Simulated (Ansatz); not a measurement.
Input:

HfO$_{2}$:
```
CELL_PARAMETERS angstrom
      3.60432     0.00000     0.00000
      0.00000     3.60432     0.00000
      0.00000     0.00000     5.26455
ATOMIC_POSITIONS crystal
  Hf 0.00000 0.00000 0.00000
  Hf 0.50000 0.50000 0.50000
  O  0.00000 0.50000 0.19327
  O  0.00000 0.50000 0.69327
  O  0.50000 0.00000 0.30673
  O  0.50000 0.00000 0.80673
```

This is the PBE-relaxed structure.

Q: All from plane-wave PAW PBE (Ansatz code), unless another level is named. Give the electron effective mass.

A: 0.88, 0.88, 1.0 mₑ (principal values).

Q: What about the weight of the valence-edge state by species (Voronoi cells)?

A: O 98 %, Hf 2 %.

Q: Give the valence-band maximum.

A: at Z.

Q: What about the conduction-band minimum?

A: at Γ.

Space group P4_2/nmc. This is a known high-temperature phase of the composition, computed here at zero pressure and temperature. Symmetry was held in the PBE relaxation; whether a distortion lowers the energy is not shown. The run is not spin-polarised. Scalar-relativistic: spin–orbit coupling is off unless named, which matters more the heavier the elements.

Potentials: the later of the program's two PAW sets.

Edges and masses are those of Kohn–Sham bands, whose gap is no quasiparticle gap.
